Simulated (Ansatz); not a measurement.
SnGe3:
```
SnGe3
1.0
    4.23216     0.00000     0.00000
    0.00000     4.23216     0.00000
    0.00000     0.00000     6.01415
Ge Sn
3 1
Direct
  0.50000   0.00000   0.76732
  0.00000   0.00000   0.00000
  0.00000   0.50000   0.23268
  0.50000   0.50000   0.50000
```

This is the PBE-relaxed structure.

Question: All from plane-wave PAW PBE (Ansatz code), unless another level is named. Predict the electronic character.

Answer: metallic (no gap).

Question: Next, the density of states at the Fermi level?

Answer: 0.05 states/eV per atom (mean over ±0.08 eV).

Question: And the formation energy from the elements (no fitted shifts)?

Answer: 0.041 eV/atom.

Space group P-4m2. The start of the workflow was typed in or built on a structure type; neither database checked (COD, Materials Project) lists it. Whether it is the stable phase at ambient conditions was not checked. The cell was relaxed with PBE under the symmetry of its start; whether a distortion lowers the energy is not shown. The references are the lowest solids computed at this level, not always the standard phases. Spin–orbit coupling is left out wherever it is not named.

Potentials: the later of the program's two PAW sets.
